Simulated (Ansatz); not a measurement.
MoPt in space group P-6m2 (No. 187; Mo on 1e, Pt on 1d) under volume change, PBEsol in the plane-wave PAW code Ansatz, shape and atoms relaxed at each volume.

```
V (Å³/atom)  E − E(relaxed) (meV/atom)  P (GPa)
-----------  -------------------------  -------
13.631                           133.7    34.74
14.080                            55.9    21.12
14.530                            13.2     9.66
14.979                             0.0     0.00
15.428                            11.7    -8.12
15.878                            44.3   -14.94
16.327                            94.5   -20.65
```

What does a third-order Birch–Murnaghan fit give for V₀, B₀ and B′?

V₀ = 14.98 Å³/atom, B₀ = 294 GPa, B′ = 4.8.

The workflow started from a Materials Project entry (that database holds measured and hypothetical structures alike); the Crystallography Open Database copy checked does not list it. With Mo and Pt taken as one species the cell has the higher symmetry P6_3/mmc, so it may be an ordered model of a mixed-site phase. Its standing as an ambient phase is unchecked. Symmetry was held in the PBEsol relaxation; its stability against distortions is not shown here. No spin polarisation was allowed. Scalar-relativistic: spin–orbit coupling is off unless named, which matters more the heavier the elements.

Potentials: the later of the program's two PAW sets.
